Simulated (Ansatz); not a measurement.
A plane-wave DFT run in Ansatz 0.2.0 (scalar-relativistic PAW potentials unless the input names others): input and command.

```yaml
crystal:
  lattice:
    - [4.273189694, 0.0, 0.0]
    - [0.0, 4.3800531563, 0.0]
    - [0.0, 0.0, 25.1678180503]
  atoms:
    - { symbol: Ga, position: [0.0, 0.5, 0.337732893] }
    - { symbol: La, position: [0.5, 0.0, 0.3867464232] }
    - { symbol: Ga, position: [0.0, 0.5, 0.4357599534] }
    - { symbol: Ga, position: [0.5, 0.5, 0.4861676221] }
    - { symbol: La, position: [0.0, 0.0, 0.5361920898] }
    - { symbol: Ga, position: [0.5, 0.5, 0.5853861023] }
    - { symbol: H, position: [0.5, 1.0, 0.5726443629] }
basis:
  ecutwfc: 420
kpoints:
  mp_grid: { grid: [7, 7, 1] }
hamiltonian:
  xc: pbesol
scf:
  occupations: { method: gaussian, width: 0.1 }
  n_extra_bands: 32
output:
  forces: true
  eigenvalues: true
efield:
  axis: 3
  dipole_correction: true
  ramp_width: 0.04
```

```bash
ansatz run input.yaml --threads 2 --pin off --max-ram 5632MiB --backend cpu --events-out ev --progress --plain --runs-dir out
```

Abridged log:
```
scf.n_extra_bands = 32 over 38 filled bands (N_el = 75.0): the run solves 70 bands
Pseudopotentials: kind: paw
Pseudopotential: Ga, paw, valence charge 13, recommended cutoff 420 eV (normal)
Pseudopotential: La, paw, valence charge 11, recommended cutoff 420 eV (normal)
Pseudopotential: H, paw, valence charge 1, recommended cutoff 420 eV (normal)
Functional definition: PBEsol
Crystal: 7 atoms, lattice volume = 471.061 Å³
Basis set: ecut = 420 eV, 9217 PW (Γ), exchange–correlation on 60×60×360 points (8 copies of the dense FFT grid, shifted against one another)
Bands: 70, of which v1, the nominal top of the filled ones, is band 38 counted from 1 (37 counted from 0)
Symmetry: 4 space group operations
Space group: Pmm2 (ITA 25), of the structure as read, at distance tolerance 7.8e-5 Å
k-points: 16 of 49
Initial density: superposition of atomic densities (neutral atoms: chi_scale 0, normalization atom), corrected by the library's trained network
Initial wavefunctions: pseudopotential atomic-orbital guess
Functional: x = pbesol(κ = 0.804, μ = 0.12345679), c = pbesol(β = 0.046)
SCF iter   1: F=—  HF=-27312.129546 eV  |F-HF|=—  |Δ(HF+E_count)|=         —  Δρ=2.33e-3  dr2=6.41e-2  ethr=1.77e-3  p=0.039 e·Å  D=1.49e-2 V/Å  ΔV_dip=-0.38 eV  dr2_dipole=1.44e-2  V_vac-E_F(+/−)=4.20/4.57 eV  ⟨swp⟩=6.6  Hψ=4851  notcnv=0  defer=65
efield: sawtooth ramp at fractional position 0.9416 (placed from the atoms, in the widest stretch of the axis that holds none; the zero of the levels goes with the place), width 0.0400; the density the first Hamiltonian is built on has a dipole p = 0.039 e·Å; the dipole correction subtracts the counter field D = 1.49e-2 V/Å, which shifts the + side's vacuum level by -0.38 eV against the − side's; the planar-averaged density in the ramp window peaks in size at 3.9e-6 e/Å³
SCF iter   2: F=—  HF=-27312.122910 eV  |F-HF|=—  |Δ(HF+E_count)|=   6.64e-3  Δρ=1.07e-3  dr2=1.71e-2  ethr=8.55e-5  p=0.023 e·Å  D=8.99e-3 V/Å  ΔV_dip=-0.23 eV  dr2_dipole=5.11e-3  V_vac-E_F(+/−)=4.36/4.58 eV  ⟨swp⟩=2.0  Hψ=1908  notcnv=0  defer=381
SCF iter   3: F=—  HF=-27312.123778 eV  |F-HF|=—  |Δ(HF+E_count)|=   8.68e-4  Δρ=1.07e-3  dr2=3.87e-3  ethr=2.28e-5  p=0.020 e·Å  D=7.82e-3 V/Å  ΔV_dip=-0.20 eV  dr2_dipole=1.59e-4  V_vac-E_F(+/−)=4.37/4.57 eV  ⟨swp⟩=2.2  Hψ=1428  notcnv=0  defer=381
SCF iter   4: F=—  HF=-27312.120568 eV  |F-HF|=—  |Δ(HF+E_count)|=   3.21e-3  Δρ=2.64e-4  dr2=5.78e-4  ethr=5.16e-6  p=0.019 e·Å  D=7.37e-3 V/Å  ΔV_dip=-0.19 eV  dr2_dipole=1.45e-4  V_vac-E_F(+/−)=4.39/4.57 eV  ⟨swp⟩=2.1  Hψ=1257  notcnv=0  defer=381
SCF iter   5: F=—  HF=-27312.120443 eV  |F-HF|=—  |Δ(HF+E_count)|=   1.25e-4  Δρ=6.45e-5  dr2=4.50e-5  ethr=7.71e-7  p=0.019 e·Å  D=7.16e-3 V/Å  ΔV_dip=-0.18 eV  dr2_dipole=1.20e-5  V_vac-E_F(+/−)=4.39/4.57 eV  ⟨swp⟩=2.0  Hψ=1216  notcnv=0  defer=381
SCF iter   6: F=—  HF=-27312.120411 eV  |F-HF|=—  |Δ(HF+E_count)|=   3.25e-5  Δρ=1.80e-5  dr2=4.22e-6  ethr=6.00e-8  p=0.019 e·Å  D=7.12e-3 V/Å  ΔV_dip=-0.18 eV  dr2_dipole=9.12e-7  V_vac-E_F(+/−)=4.39/4.57 eV  ⟨swp⟩=2.4  Hψ=1573  notcnv=0  defer=240
SCF iter   7: F=—  HF=-27312.120411 eV  |F-HF|=—  |Δ(HF+E_count)|=   6.85e-7  Δρ=8.07e-6  dr2=4.77e-7  ethr=5.63e-9  p=0.019 e·Å  D=7.11e-3 V/Å  ΔV_dip=-0.18 eV  dr2_dipole=4.37e-8  V_vac-E_F(+/−)=4.39/4.57 eV  ⟨swp⟩=2.0  Hψ=1209  notcnv=0  defer=240
SCF iter   8: F=-27312.120411 eV  HF=-27312.120411 eV  |F-HF|=1.02e-7  |Δ(HF+E_count)|=   1.20e-7  Δρ=3.38e-6  dr2=7.03e-8  ethr=1.33e-10  p=0.019 e·Å  D=7.11e-3 V/Å  ΔV_dip=-0.18 eV  dr2_dipole=1.10e-10  V_vac-E_F(+/−)=4.39/4.57 eV  ⟨swp⟩=15.6  Hψ=7010  notcnv=0
SCF 1 converged in 8 iterations: F = -27312.120411 eV  dr2 = 7.03e-8
SCF converged after 8 iterations
Free energy (F): -27312.120411 eV
Harris-Foulkes:  -27312.120411 eV  (|F-HF|=1.02e-7)
Internal energy: -27312.092870 eV  (E = F + TS)
E sigma→0 (E₀):  -27312.106641 eV
Entropy (-TS):   -0.027541 eV (-3.934 meV/atom)
Fermi energy:    0.151015 eV
Dipole field:    D = 0.007116 V/Å  (p = 0.018525 e·Å, saw-weighted, corrected)
Work function:   Φ+ = 4.3913 eV   Φ− = 4.5704 eV
Levels:          The Fermi level and band energies are counted from a zero that moves with the ramp; work functions are not
--- Forces (eV/Å), atoms counted from 1 ---
  atom   1  Ga     0.00000000     0.00000000    -0.19221671
  atom   2  La     0.00000000     0.00000000    -0.09580670
  atom   3  Ga     0.00000000     0.00000000     0.26533863
  atom   4  Ga     0.00000000     0.00000000    -0.43761296
  atom   5  La     0.00000000     0.00000000     0.01485812
  atom   6  Ga     0.00000000     0.00000000     0.11910801
  atom   7  H      0.00000000     0.00000000     0.32633005
```

Apart from outputs and empty bands, the input differs from a reference run on usual settings in scf.n_extra_bands: left out → 32. The reference, at the same geometry (not necessarily relaxed), gave largest force 0.438 eV/Å, no gap on the mesh. This run converged in 8 SCF iterations (reference: 8) with the reference's energy to 0.01 meV/atom, largest force 0.438 eV/Å, no gap on the mesh.

Spin-orbit coupling is left out, which matters for the bands of heavy elements. The AlB2 structure is a prototype's; whether LaGa2 takes it wasn't checked.

The run took 41 s on 2 threads of Arm Neoverse N1 (shared host), peak memory 0.93 GiB.
